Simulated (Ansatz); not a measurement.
Relaxed-ion elastic tensor of GaP (zinc blende, space group No. 216) in GPa (Voigt order), plane-wave PAW PBEsol (Ansatz code); density 4.16 g/cm³, 20.11 Å³ per atom.

```tsv
	1	2	3	4	5	6
1	135	60.1	60.1	0.0	0.0	0.0
2	60.1	135	60.1	0.0	0.0	0.0
3	60.1	60.1	135	0.0	0.0	0.0
4	0.0	0.0	0.0	67.4	0.0	0.0
5	0.0	0.0	0.0	0.0	67.4	0.0
6	0.0	0.0	0.0	0.0	0.0	67.4
```

**Question.** Is the crystal mechanically stable?

**Answer.** Yes: the smallest eigenvalue of C is 67.4 GPa.

**Question.** Work out the Voigt, Reuss and Hill averages.

**Answer.** K_V = 85.0, K_R = 85.0, K_H = 85.0; G_V = 55.3, G_R = 50.9, G_H = 53.1 GPa.

**Question.** Give Young's modulus, Poisson's ratio, Pugh's ratio and the universal anisotropy index.

**Answer.** E = 9KG/(3K + G) = 132 GPa; ν = 0.24; K/G = 1.60 (brittle by the Pugh limit of 1.75); A_U = 5G_V/G_R + K_V/K_R − 6 = 0.43.

**Question.** Estimate the sound speeds and the Debye temperature.

**Answer.** v_l = √((K + 4G/3)/ρ) = 6120 m/s, v_t = √(G/ρ) = 3570 m/s, mean 3960 m/s; Θ = (h/k)(3n/4πV)^(1/3) v_m = 434 K.

**Question.** Give the Zener ratio and Young's modulus along [100], [110] and [111].

**Answer.** A = 2C44/(C11 − C12) = 1.81; 1/E = S11 − 2(S11 − S12 − S44/2)Γ with Γ = 0, 1/4, 1/3 gives 97.5, 138, 160 GPa.

Space group F-43m (zinc blende). Symmetry was held in the PBEsol relaxation. Scalar-relativistic: spin–orbit coupling is off unless named, which matters more the heavier the elements.

Potentials: the later of the program's two PAW sets.
